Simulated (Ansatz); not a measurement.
A geometry of AlOs away from equilibrium: step 2 of the relaxation of a relaxed AlOs cell, doubled along one cell vector, shaken by Gaussian noise of σ = 0.08 Å a coordinate. Computed with PBE (plane waves to 420 eV, PAW, scalar-relativistic; Ansatz, a program for electronic structure). Γ-centred k-mesh 9×5×7 on the run's cell (coarser than for final values), Fermi–Dirac smearing 0.05 eV.

```yaml
crystal:
  lattice:
    - [4.13152, -0.00811, -0.00555]
    - [-4.14557, 7.18616, -0.00029]
    - [-0.00679, -0.00412, 5.04450]
  atoms:
    - { symbol: Al, position: [0.62378, 0.15718, 0.67539] }
    - { symbol: Al, position: [0.65020, 0.65303, 0.67051] }
    - { symbol: Al, position: [0.35080, 0.34153, 0.01292] }
    - { symbol: Al, position: [0.33028, 0.83342, 0.01519] }
    - { symbol: Os, position: [0.67140, 0.16525, 0.17669] }
    - { symbol: Os, position: [0.66593, 0.66779, 0.17351] }
    - { symbol: Os, position: [0.99582, 0.99907, 0.33292] }
    - { symbol: Os, position: [0.98868, 0.49248, 0.33342] }
```

Problem. Predict the force on each atom, in eV/Å.

Solution. 
```tsv
atom	Fx	Fy	Fz
Al1	0.16	0.07	0.06
Al2	-0.04	0.13	0.14
Al3	-0.26	-0.62	-0.04
Al4	0.07	-0.15	-0.10
Os5	-0.15	0.17	0.60
Os6	-0.06	0.03	0.86
Os7	0.18	-0.11	-0.83
Os8	0.10	0.49	-0.70
```

Problem. What is the pressure?

Solution. -1.8 GPa, compression positive.

Problem. How far above the relaxed end point is this geometry?

Solution. 0.39 eV/atom; the path ends in R-3m (No. 166).

No spin polarisation in the result.

The end of the path is a generated cell of AlOs: the first start was made by a random draw of sites in a space group, and the end was not matched to a known phase here, so it may be hypothetical.
